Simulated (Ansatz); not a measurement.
## LuGa$_{2}$Os$_{2}$, a known structure type with other elements, at an estimated volume

```
CELL_PARAMETERS angstrom
0.00000 4.23555 0.00000
4.23555 0.00000 0.00000
2.11777 2.11777 -4.92130
ATOMIC_POSITIONS crystal
Os 0.75000 0.25000 0.50000
Os 0.25000 0.75000 0.50000
Lu 0.00000 0.00000 0.00000
Ga 0.37500 0.37500 0.25000
Ga 0.62500 0.62500 0.75000
```

Level: PBEsol, no spin polarisation; 420 eV; 9×9×9 Γ-centred mesh; fermi-dirac occupations (width 0.0497 eV); Ansatz 0.2.0, fixed geometry.

(1) Which atom feels the largest force, and which way?

(2) Describe some of the short contacts.

(3) How is the charge shared?

(4) What is the formation energy?

(5) What does the stress say?

(6) Is there a gap?

Origin: a known structure type with other elements, at an estimated volume, so it need not be a known compound.

## Answers

(1) The largest is on Ga4 (and as large on other atoms): 0.47 eV/Å, components (0.00, 0.00, 0.47). It makes 120° with the line to a nearest neighbour, Os1 at 2.45 Å.

(2) Os–Ga at 2.45 Å: least valence density 0.50 e/Å³ and ELF 0.38 there. Ga–Ga at 2.46 Å: least valence density 0.36 e/Å³ and ELF 0.47 there. Lu–Ga at 3.24 Å: least valence density 0.13 e/Å³ and ELF 0.16 there. Both are smooth PAW fields, read partly inside the augmentation spheres.

(3) Bader charges in e: Lu +1.69, Ga +0.02, Os -0.86. In the mean Lu gives up most and Os takes most.

(4) -0.06 eV an atom against the elements' usual phases (free molecules for gases, crystals otherwise, with no correction for O₂ or N₂), so it is bound against them; other compounds may still compete. Relaxing would lower it.

(5) The pressure is -3.4 GPa (compression positive), so with the atoms held at these fractions the cell would first shrink. The principal stresses -4.6, -4.6, -0.9 GPa differ, so its shape would change too.

(6) It is a metal, with about 4.4 states/eV a cell as the mean within 0.25 eV of the Fermi level, mostly Os d (70 %) and Ga p (15 %).
